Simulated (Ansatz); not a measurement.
## Ta: computed DOS

Space group Fm-3m (No. 225). a = 4.220 Å, b = 4.220 Å, c = 4.220 Å, α = 90.00°, β = 90.00°, γ = 90.00°
```tsv
atom	site	symmetry	x	y	z
Ta	4a	m-3m	0.0000	0.0000	0.0000
```

The runs use the primitive cell with vectors (0.000, 2.110, 2.110), (2.110, 0.000, 2.110), (2.110, 2.110, 0.000) Å, to which the k mesh refers.

The geometry is COD entry 1534932, unchecked; take it as a test cell.

Spin–orbit coupling is left out, though it moves levels of the heavy atoms by tenths of an eV or more.

The calculation used DFT, PBEsol, all-electron LAPW, scalar-relativistic (Ansatz 0.2.0).

Numerical set-up: a Γ-centred 15×15×15 k mesh, Fermi–Dirac smearing of 0.08 eV, basis error target 0.5 meV/atom, no spin polarisation.

States per eV and cell, averaged over 0.6 eV, from -5.8 to 2.4 eV, with energies (bin centres) from the Fermi level; empty bins are left out. The partial columns, the largest 3 alone, are projections on Löwdin-orthogonalised atomic shells (those that the program's projection atoms carry: the occupied ones and, for some elements, an empty d or f shell; other empty shells have no column), summed over atoms of an element. Weights on diffuse s and p shells depend on that basis and aren't pure angular character.

| E (eV) | total | Ta 5d | Ta 6s | Ta 5p |
| --- | --- | --- | --- | --- |
| -5.6 | 0.17 | 0.03 | 0.13 | 0.00 |
| -5.0 | 0.26 | 0.08 | 0.17 | 0.01 |
| -4.4 | 0.59 | 0.35 | 0.23 | 0.01 |
| -3.8 | 0.80 | 0.59 | 0.20 | 0.01 |
| -3.2 | 0.87 | 0.73 | 0.12 | 0.01 |
| -2.6 | 0.87 | 0.81 | 0.05 | 0.01 |
| -2.0 | 1.04 | 0.99 | 0.02 | 0.02 |
| -1.4 | 0.91 | 0.85 | 0.03 | 0.01 |
| -0.8 | 1.32 | 1.16 | 0.09 | 0.02 |
| -0.2 | 1.43 | 1.22 | 0.11 | 0.01 |
| 0.4 | 1.10 | 0.93 | 0.08 | 0.01 |
| 1.0 | 1.10 | 1.03 | 0.03 | 0.00 |
| 1.6 | 0.80 | 0.75 | 0.02 | 0.00 |
| 2.2 | 1.02 | 0.95 | 0.03 | 0.00 |

Which of the resolved shells contributes most within 0.3 eV of the Fermi level?

Ta 5d, with 85 % of all states there; Ta 6s follows with 8 %.

Where is the centre of the filled Ta 5d states between -14 eV and the top of the filled states?

-1.93 eV from the Fermi level.
